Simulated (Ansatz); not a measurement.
TiHg: energy along a strain

TiHg, P4/mmm, a = 3.009 Å, c = 4.041 Å (as given, not relaxed at this level: -2.9 GPa). The structure is a COD entry; whether it is the stable form wasn't checked. Ansatz: PBEsol, PAW, 420 eV, Γ-centred 16×16×12 mesh on 2 atoms, Gaussian smearing 0.15 eV; no spin polarisation. Cell vectors (Å): 3.009 0.000 0.000; 0.000 3.009 0.000; 0.000 0.000 4.041. The cell is strained by x per cent times the pattern (0 0 0 0 0 1) in the order xx yy zz yz xz xy (engineering shears), with fractional coordinates held. y is the free energy over the start, V0 = 18.294 Å³/atom. Symmetry makes y even in x. Points with a strain past 8.5 % were computed too (2) and aren't used here.

| x (%) | y (meV/atom) |
| --- | --- |
| -5.00 | 4.75 |
| 0.00 | 0.00 |
| 1.25 | 0.29 |
| 2.50 | 1.17 |
| 3.75 | ? |
| 6.25 | 7.52 |
| 7.50 | 10.97 |

Q: Fit y = c2 x² + c4 x⁴ to the other rows, get the stiffness along the pattern, and predict the missing energy.

A: Least squares on the rows shown. y = 0.1863 x² + 0.0001560 x⁴. The clamped-ion stiffness p·C·p = 2 × 1.863 eV × 160.2 / 18.294 Å³ = 33 GPa, which is C66 in these axes (second derivative at the start, which stands under stress). At x = 3.75 the fit asked for gives 2.65 meV/atom. The run gave 2.64 meV/atom, so the fit is 0.01 meV/atom too high, a small miss on the scale of the series.

Spin–orbit coupling is left out, which can shift energies with elements as heavy as these.